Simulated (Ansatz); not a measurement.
The end of the path is a generated cell of Hg: the first start was made by a random draw of sites in a space group, and the end was not matched to a known phase here, so it may be hypothetical.

A geometry of Hg away from equilibrium: the start of the relaxation of a randomly generated symmetric cell of Hg (space group No. 91). The numbers are results of r2SCAN (plane waves to 500 eV, PAW, scalar-relativistic; Ansatz, an electronic-structure program), not measurements. Γ-centred k-mesh 10×10×4 on the run's cell (coarser than for final values), Fermi–Dirac smearing 0.05 eV.

```xyz
4
Lattice="3.1018 0.0000 0.0000 0.0000 3.1018 0.0000 0.0000 0.0000 9.9066" Properties=species:S:1:pos:R:3 pbc="T T T"
Hg     1.5509     0.9282     0.0000
Hg     1.5509     2.1736     4.9533
Hg     2.1736     1.5509     2.4767
Hg     0.9282     1.5509     7.4300
```

Question: What forces act on the atoms (eV/Å)?

Answer: 
```csv
atom,Fx,Fy,Fz
Hg1,0.00,-0.39,0.00
Hg2,0.00,0.39,0.00
Hg3,0.39,0.00,0.00
Hg4,-0.39,0.00,0.00
```

Question: What is the pressure?

Answer: +8.6 GPa, compression positive.

Question: How much energy per atom can still be gained by relaxing?

Answer: 0.18 to 0.20 eV/atom (the two k-meshes of the run give this range); the path ends in P4₁22 (No. 91).

No spin polarisation in the result.

The run could not lose the symmetry of its start, so the end can be a saddle point.
